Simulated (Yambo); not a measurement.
Yambo run on KBr (rock salt, space group Fm-3m, No. 225). The wavefunctions come from this Quantum ESPRESSO step (PBEsol, PseudoDojo standard norm-conserving files, fully relativistic):

```
&CONTROL
  calculation = 'nscf'
  pseudo_dir = './pseudo'
  outdir = './out'
/
&SYSTEM
  ibrav = 0
  nat = 2
  ntyp = 2
  ecutwfc = 74.0
  ecutrho = 296.0
  occupations = 'fixed'
  force_symmorphic = .true.
  nbnd = 198
  noncolin = .true.
  lspinorb = .true.
/
&ELECTRONS
  conv_thr = 2e-09
  diago_full_acc = .true.
  diago_thr_init = 1e-08
/
ATOMIC_SPECIES
K 39.0983 K.upf
Br 79.9040 Br.upf
CELL_PARAMETERS angstrom
  0.000000000000   3.274333585000   3.274333585000
  3.274333585000   0.000000000000   3.274333585000
  3.274333585000   3.274333585000   0.000000000000
ATOMIC_POSITIONS crystal
K   0.000000000000   0.000000000000   0.000000000000
Br   0.500000000000   0.500000000000   0.500000000000
K_POINTS automatic
4 4 4 0 0 0
```

Yambo input:

```
rim_cut
gw0
dyson
el_el_corr
HF_and_locXC
ppa
em1d
RandQpts= 1000000
RandGvec= 1 Ry
EXXRLvcs= 74 Ry
VXCRLvcs= 296 Ry
Chimod= "HARTREE"
% BndsRnXp
 1 | 196 |
%
NGsBlkXp= 7 Ry
% LongDrXp
 1.0 | 1.0 | 1.0 |
%
PPAPntXp= 27.2114 eV
% GbndRnge
 1 | 196 |
%
GTermKind= "BG"
DysSolver= "n"
ExtendOut
% QPkrange
 1 | 1 | 14 | 18 |
 3 | 3 | 16 | 17 |
 7 | 7 | 16 | 17 |
 8 | 8 | 16 | 17 |
%
```

k points by index: 1 = Γ, 3 = L, 7 = X, 8 = W.

Table of the .qp output:

```
#    K-point    Band    Eo [eV]    E [eV]    E-Eo [eV]    Vxc [eV]    Vnlxc [eV]    Sc|Eo [eV]    Sc|E [eV]    dSc/dw|Eo [eV]    Re(Z)    Im(Z)
#
    1    14    -0.12783E-12    -1.865473    -1.865473    -12.62647    -16.44013    1.553544    1.948191    -5.756309    0.825393    -0.001273
    1    15    -0.64198E-13    -1.865777    -1.865777    -12.62647    -16.44012    1.553168    1.947879    -5.756296    0.825394    -0.001272
    1    16    0.000000    -1.865291    -1.865291    -12.62647    -16.44013    1.553759    1.948368    -5.756323    0.825393    -0.001273
    1    17    4.176438    4.905338    0.728899    -6.957447    -3.220887    -2.899760    -3.007660    -4.027608    0.871070    -0.950094E-3
    1    18    4.176438    4.905338    0.728899    -6.957447    -3.220887    -2.899760    -3.007660    -4.027608    0.871070    -0.950094E-3
    3    16    -0.374951    -2.270941    -1.895990    -12.18358    -16.07653    1.594038    1.996959    -5.782397    0.824741    -0.001306
    3    17    6.321240    7.080135    0.758895    -6.857325    -3.055686    -2.928312    -3.042743    -4.102574    0.868985    -0.964504E-3
    7    16    -0.309646    -2.237365    -1.927719    -12.34046    -16.27678    1.599949    2.008601    -5.768115    0.825098    -0.001295
    7    17    5.556483    6.559931    1.003447    -7.113942    -3.109347    -2.853008    -3.001148    -4.016868    0.871370    -0.958674E-3
    8    16    -0.611595    -2.562262    -1.950667    -11.90592    -15.88075    1.610036    2.024160    -5.776576    0.824886    -0.001322
    8    17    7.108701    8.200230    1.091529    -7.925259    -3.609011    -3.052493    -3.224719    -4.293089    0.863730    -0.001034
```
(The two width columns are left out.) Convergence of these settings isn't established.

Geometry relaxed with PBEsol.
